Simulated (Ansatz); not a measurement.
Density of states of Li

```
CELL_PARAMETERS angstrom
1.55050 0.89518 7.58830
-1.55050 0.89518 7.58830
0.00000 -1.79036 7.58830
ATOMIC_POSITIONS crystal
Li 0.00000 0.00000 0.00000
Li 0.22200 0.22200 0.22200
Li 0.77800 0.77800 0.77800
```

Structure: COD 9017802, as refined from experiment and not relaxed.

The calculation used DFT, PBEsol, all-electron LAPW, scalar-relativistic (Ansatz 0.2.0).

Numerical set-up: a Γ-centred 12×12×12 k mesh, Fermi–Dirac smearing of 0.05 eV, basis error target 1 meV/atom, no spin polarisation.

States per eV and cell, averaged over 0.4 eV, from -3.4 to 2.4 eV, with energies (bin centres) from the Fermi level; empty bins are left out. 

| E (eV) | total |
| --- | --- |
| -3.3 | 0.24 |
| -2.9 | 0.49 |
| -2.5 | 0.64 |
| -2.1 | 0.77 |
| -1.7 | 0.88 |
| -1.3 | 0.98 |
| -0.9 | 1.09 |
| -0.5 | 1.24 |
| -0.1 | 1.53 |
| 0.3 | 1.46 |
| 0.7 | 1.42 |
| 1.1 | 1.26 |
| 1.5 | 1.30 |
| 1.9 | 1.00 |
| 2.3 | 0.60 |
